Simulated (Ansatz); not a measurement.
GeSb$_{2}$Te$_{4}$ in space group R-3m (No. 166; Ge on 3a, Sb on 6c, Te on 6c, Te on 6c) under volume change, plane-wave PAW r²SCAN+D4 (Ansatz code), shape and atoms relaxed at each volume.

```tsv
V (Å³/atom)	E − E(relaxed) (meV/atom)	P (GPa)
28.368	32.4	4.24
29.303	?	?
30.238	?	?
31.173	0.0	0.00
32.108	2.2	-0.70
33.044	7.5	-1.04
33.979	13.7	-1.05
```

Some entries are withheld; supply them.


- 30.238, E − E(relaxed) (meV/atom): 2.9
- 30.238, P (GPa): 1.06
- 29.303, E − E(relaxed) (meV/atom): 13.0
- 29.303, P (GPa): 2.48

What does a third-order Birch–Murnaghan fit give for V₀, B₀ and B′?

V₀ = 31.21 Å³/atom, B₀ = 25.8 GPa, B′ = 13.2.

The r²SCAN+D4 relaxation kept the symmetry of its start. Scalar-relativistic: spin–orbit coupling is off unless named, which matters more the heavier the elements.

Potentials: the later of the program's two PAW sets.
